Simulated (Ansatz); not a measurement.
Li:
```cif
data_Li2
_chemical_formula_sum 'Li2'
_space_group_name_H-M_alt 'P63/mmc'
_space_group_IT_number 194
_space_group_name_Hall '-P 6c 2c'
_cell_length_a 2.99091
_cell_length_b 2.99091
_cell_length_c 4.89513
_cell_angle_alpha 90.000
_cell_angle_beta 90.000
_cell_angle_gamma 120.000
loop_
_atom_site_label
_atom_site_type_symbol
_atom_site_symmetry_multiplicity
_atom_site_Wyckoff_symbol
_atom_site_fract_x
_atom_site_fract_y
_atom_site_fract_z
_atom_site_occupancy
Li1 Li 2 c 0.33333 0.66667 0.25000 1
```

This is the LDA-relaxed structure.

Question: All from LDA (plane waves, PAW; program Ansatz), unless another level is named. Give the Debye temperature from the elastic constants.

Answer: 388 K.

Question: And the highest zone-centre frequency?

Answer: 329 cm⁻¹.

Space group P6_3/mmc (hcp (Mg type)). The first step of the workflow began from a Materials Project structure, measured or hypothetical; the Crystallography Open Database files this formula in space group No. 194, but the cells were not matched. It is not the phase usual at ambient conditions (space group No. 229). Symmetry was held in the LDA relaxation; its stability against distortions is not shown here. As this level gives no gap, shear constants depend on the k-mesh and smearing (Fermi–Dirac, 0.1 eV here). As this level gives no gap, phonon frequencies hold no LO–TO term and depend on the k-mesh and smearing (Fermi–Dirac, 0.1 eV here).

Potentials: the earlier of the program's two PAW sets. The files were generated under PBE; for other functionals the program regenerates the frozen cores, and for LDA and PBEsol the local potential too.
